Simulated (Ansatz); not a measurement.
Q: Name crystals whose computed values (plane-wave PAW PBEsol (Ansatz code)) fall in these windows: electron conductivity mass (mₑ) 0.58 to 0.75; HSE06 gap (eV) 1.7 to 2.2.

A: 

```csv
crystal,electron conductivity mass (mₑ),HSE06 gap (eV)
"VAg3O4, I-42m (V on 2a, Ag on 4d, Ag on 2b, O on 8i)",0.64,1.95
```
Others may fit too.

Standing as an ambient phase not checked: VAg3O4, I-42m (V on 2a, Ag on 4d, Ag on 2b, O on 8i). The cell was relaxed under the symmetry of its start. Rows with no word on spin ran without spin polarisation. Spin–orbit coupling is left out wherever it is not named.

Potentials: the later of the program's two PAW sets.
